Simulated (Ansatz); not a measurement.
All numbers below come from Ansatz 0.2.0, DFT, LDA (PW92), plane waves (420 eV) with PAW, scalar-relativistic. The PAW files were generated under PBE, with cores re-solved for the functional.

An element in the diamond structure gives this curve. The cell is scaled uniformly from the relaxed one, with fractional coordinates and shape fixed. Energies are extrapolated to zero smearing, pressures are those at the given smearing. Magnetic state: spin not included.

| V (Å³/atom) | E − E₀ (meV/atom) | P (GPa) |
| --- | --- | --- |
| 23.740 | 4.5 | 0.80 |
| 24.819 | 2.2 | 0.52 |
| 25.898 | 0.9 | 0.30 |
| 26.977 | 0.4 | 0.03 |
| 28.056 | 1.6 | -0.37 |
| 29.136 | 6.3 | -0.82 |
| 30.215 | 14.8 | -1.23 |

(1) Which element is it?
A. hafnium
B. selenium
C. scandium
D. lithium

Answers

(1) C. Its fit is V₀ = 26.77 Å³/atom, B₀ = 8.3 GPa, B₀′ = -10.3.
